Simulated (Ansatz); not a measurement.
Pt:
```yaml
crystal:
  lattice:
    - [2.58717, 0.00000, 0.00000]
    - [0.00000, 2.58717, 0.00000]
    - [0.00000, 0.00000, 2.58717]
  atoms:
    - { symbol: Pt, position: [0.00000, 0.00000, 0.00000] }
```

Relaxed with PBEsol. Special points in fractions of this cell's reciprocal vectors: Γ (0.000, 0.000, 0.000); X (0.000, 0.500, 0.000); M (0.500, 0.500, 0.000); R (0.500, 0.500, 0.500).

Question: List the band energies nearest the Fermi level at these points for plane-wave PAW PBEsol with spin–orbit coupling (Ansatz code).

Answer: In eV from the Fermi level; about four levels below and three above (degenerate sets whole), none deeper than 8.9 eV; … stands for higher levels left out; points with the same levels are listed once.

| k | below | above |
|---|---|---|
| Γ | -6.12 -6.12 -6.12 -6.12 | 0.02 0.02 0.02 0.02 |
| X | -1.75 -1.75 -0.86 -0.86 | 0.66 0.66 … |
| M | -1.79 -1.79 -1.32 -1.32 | 2.10 2.10 3.42 3.42 |
| R | -5.45 -5.45 -5.45 -5.45 -4.76 -4.76 | 2.22 2.22 2.22 2.22 |

Space group Pm-3m (simple cubic). The cell is a constructed one: a structure type filled with these elements; neither database checked (COD, Materials Project) lists it. It is not the phase usual at ambient conditions (space group No. 225). Symmetry was held in the PBEsol relaxation; its stability against distortions is not shown here. No spin polarisation was allowed.

Potentials: the later of the program's two PAW sets.
